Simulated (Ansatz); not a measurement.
NaF:
```yaml
crystal:
  lattice:
    - [0.00000, 2.25121, 2.25121]
    - [2.25121, 0.00000, 2.25121]
    - [2.25121, 2.25121, 0.00000]
  atoms:
    - { symbol: Na, position: [0.00000, 0.00000, 0.00000] }
    - { symbol: F, position: [0.50000, 0.50000, 0.50000] }
```

Tensor components refer to the Cartesian frame of this cell.

Give the high-frequency dielectric tensor and the Born effective charge tensors of the independent atoms from DFPT, the program Ansatz at the LDA level (PAW).


ε∞:
```
1.93  0.00  0.00
0.00  1.93  0.00
0.00  0.00  1.93
```
Z* of atom 1 (Na), rows: field, columns: displacement, in e:
```
1.00  0.00  0.00
0.00  1.00  0.00
0.00  0.00  1.00
```
Z* of atom 2 (F), rows: field, columns: displacement, in e:
```
-1.00   0.00   0.00
 0.00  -1.00   0.00
 0.00   0.00  -1.00
```

Space group Fm-3m (rock salt). Symmetry was held in the LDA relaxation.

Potentials: the earlier of the program's two PAW sets. The files were generated under PBE; for other functionals the program regenerates the frozen cores, and for LDA and PBEsol the local potential too.
